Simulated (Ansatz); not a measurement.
Cd₃HgO₄: rattling a relaxed structure

It was reached by relaxing an invented guess, and it needn't be the stable form of this composition.

Method: Ansatz, DFT PBE, scalar-relativistic, plane waves, PAW. Settings: cutoff 420 eV, Γ-centred mesh 8×8×8 on the computed 8-atom cell, Gaussian smearing of 0.10 eV; no spin polarisation.

The cell below (8 atoms, space group Pm-3m (No. 221)) is relaxed within its symmetry.

```cif
data_structure
_symmetry_space_group_name_H-M 'P 1'
_symmetry_Int_Tables_number 1
_cell_length_a 4.8090
_cell_length_b 4.8090
_cell_length_c 4.8090
_cell_angle_alpha 90.000
_cell_angle_beta 90.000
_cell_angle_gamma 90.000
_cell_volume 111.21
loop_
_atom_site_label
_atom_site_type_symbol
_atom_site_fract_x
_atom_site_fract_y
_atom_site_fract_z
_atom_site_occupancy
Cd1 Cd 0.50000 0.00000 0.50000 1
Cd2 Cd 0.50000 0.50000 0.00000 1
Cd3 Cd 0.00000 0.50000 0.50000 1
Hg1 Hg 0.00000 0.00000 0.00000 1
O1 O 0.00000 0.50000 0.00000 1
O2 O 0.50000 0.50000 0.50000 1
O3 O 0.00000 0.00000 0.50000 1
O4 O 0.50000 0.00000 0.00000 1
```

For the test it was strained at random (σ = 1.5 % a component), the atoms were moved at random (σ = 0.05 Å), and all was relaxed again on a coarse 4×4×4 mesh (in the run’s order of axes) with 0.20 eV smearing, with no symmetry imposed.

These runs have no spin–orbit coupling, which can matter for Hg.

Question: What happens?

Answer: It returns, within 1 meV/atom of the unmoved cell on that mesh and with the same symmetry when read at 0.1 Å (C2/m at 0.01 Å, so small strains and shifts remain). So it is stable against the distortions that fit this cell and that this random move excites. Modes that don't fit the cell aren't tested.
